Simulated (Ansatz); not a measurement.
A geometry of Bi₂Te₃ away from equilibrium: step 2 of the relaxation of a relaxed Bi2Te3 cell, doubled along one cell vector, shaken by Gaussian noise of σ = 0.08 Å a coordinate. Method: r2SCAN (plane waves to 500 eV, PAW, scalar-relativistic; Ansatz, an electronic-structure program). Γ-centred k-mesh 6×3×6 on the run's cell (coarser than for final values), Fermi–Dirac smearing 0.05 eV.

```yaml
crystal:
  lattice:
    - [2.27573, 1.22074, 10.85599]
    - [-4.35388, 2.45810, 21.66948]
    - [0.05660, -2.61915, 10.86543]
  atoms:
    - { symbol: Bi, position: [0.39335, 0.19607, 0.40232] }
    - { symbol: Bi, position: [0.38647, 0.70152, 0.40815] }
    - { symbol: Bi, position: [0.60840, 0.29252, 0.61339] }
    - { symbol: Bi, position: [0.60752, 0.79658, 0.60413] }
    - { symbol: Te, position: [0.99190, 0.99768, 0.01188] }
    - { symbol: Te, position: [0.98398, 0.50358, 0.01021] }
    - { symbol: Te, position: [0.21173, 0.10243, 0.23170] }
    - { symbol: Te, position: [0.20915, 0.60712, 0.22701] }
    - { symbol: Te, position: [0.76379, 0.39446, 0.79067] }
    - { symbol: Te, position: [0.76822, 0.89367, 0.79094] }
```

Predict the force on each atom, in eV/Å.


| atom | Fx | Fy | Fz |
|---|---|---|---|
| Bi1 | -0.12 | 0.00 | -0.26 |
| Bi2 | 0.15 | -0.09 | -0.53 |
| Bi3 | -0.16 | 0.04 | 0.22 |
| Bi4 | -0.04 | -0.06 | 0.20 |
| Te5 | -0.09 | 0.03 | -0.05 |
| Te6 | 0.10 | -0.04 | -0.10 |
| Te7 | 0.03 | 0.00 | 0.05 |
| Te8 | 0.19 | -0.07 | -0.02 |
| Te9 | 0.10 | 0.06 | 0.19 |
| Te10 | -0.16 | 0.12 | 0.30 |

What is the pressure?

-0.5 GPa, compression positive.

How far above the relaxed end point is this geometry?

0.01 eV/atom; the path ends in R-3m (No. 166) (AFLOW prototype A2B3_hR5_166_c_ac (C33, as in Bi2Te3)).

No spin polarisation in the result.
